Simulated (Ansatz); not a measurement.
Ti (fcc (Cu type), Fm-3m) under volume change, the program Ansatz at the LDA level (PAW), scaled uniformly.

```tsv
V (Å³/atom)	E − E(relaxed) (meV/atom)	P (GPa)
14.575	(withheld)	(withheld)
15.056	24.1	8.40
15.536	5.7	3.92
16.016	0.0	0.00
16.497	5.3	-3.43
16.977	(withheld)	(withheld)
17.458	43.5	-9.07
```

Task: Fill in the missing entries.

Result: 
- 14.575, E − E(relaxed) (meV/atom): 56.8
- 14.575, P (GPa): 13.50
- 16.977, E − E(relaxed) (meV/atom): 20.2
- 16.977, P (GPa): -6.44

Task: What does a third-order Birch–Murnaghan fit give for V₀, B₀ and B′?

Result: V₀ = 16.02 Å³/atom, B₀ = 122 GPa, B′ = 3.4.

The workflow started from an entry of the Crystallography Open Database (COD), which files this formula under 3 space groups. It is not the phase usual at ambient conditions (space group No. 194). The LDA relaxation kept the symmetry of its start; its stability against distortions is not shown here. No spin polarisation was allowed.

Potentials: the later of the program's two PAW sets.
